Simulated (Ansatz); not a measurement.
## Stationary points along a deformation path in Ge

Computed with DFT r2SCAN, scalar-relativistic, plane waves, PAW in Ansatz 0.2.0. Settings: plane waves to 500 eV, k-mesh 28×28×24 (Γ-centred), Gaussian smearing 0.15 eV. No spin polarisation. Energies are free energies at this smearing, counted from the undisturbed cell; pressure is positive in compression.

The undisturbed cell (relaxed at this level; with this scan's settings it stands at -0.1 GPa; this form isn't the usual structure):

```
CELL_PARAMETERS angstrom
1.38677 -2.55049 0.00000
1.38677 2.55049 0.00000
0.00000 0.00000 2.64622
ATOMIC_POSITIONS crystal
Ge 0.50000 0.50000 0.00000
```

At fixed volume and fractional coordinates, lengths along (0.000, 0.000, 1.000) are scaled against those across it; ρ is that ratio over its starting value. V = 18.719 Å³/atom. Δσ is the stress along the axis less the mean stress across it (compression positive).

| ρ | ΔE (meV/atom) | Δσ (GPa) | space group |
| --- | --- | --- | --- |
| 0.800 | 439.2 | 55.32 | Cmmm |
| 0.850 | 219.1 | 37.22 | Cmmm |
| 0.920 | 55.5 | 17.77 | Cmmm |
| 0.960 | 12.6 | 7.91 | Cmmm |
| 1.000 | 0.0 | 0.22 | Cmmm |
| 1.050 | 15.5 | -8.39 | Cmmm |
| 1.100 | 58.1 | -14.99 | Cmmm |
| 1.200 | 199.7 | -25.72 | Cmmm |
| 1.300 | 381.8 | -32.39 | Cmmm |

How does the stress give the slope of the energy, and where is the energy stationary?

Along the path d ln(length) is 2/3 d ln ρ on the axis and −1/3 d ln ρ across it, so dE/d ln ρ = −(2/3) V Δσ: the energy falls with ρ where Δσ is positive. Δσ vanishes or changes sign between ρ = 1.000 and 1.050, a minimum (near 1.00 by linear interpolation). Pairs of stationary points between two samples would go unseen, and could change a minimum read from distant neighbours into a maximum.

Integrate that slope from ρ = 1 to 0.850 by the trapezoid rule.

With V/N in Å³ and 1 eV/Å³ = 160.2 GPa the slopes at ρ = 1.000, 0.960, 0.920, 0.850 are -17, -616, -1384, -2899 meV/atom per unit of ln ρ. The steps add 12.9 + 42.6 + 169.5 = 224.9 meV/atom, against 219.1 from the energies; the trapezoid rule misses the curvature of the slope within each step.

In a metal these slopes depend on the k mesh and the smearing.

Cost: 9 runs of about 8.1 core-minutes in all, on Intel Xeon Processor @ 2.70GHz (shared hosts).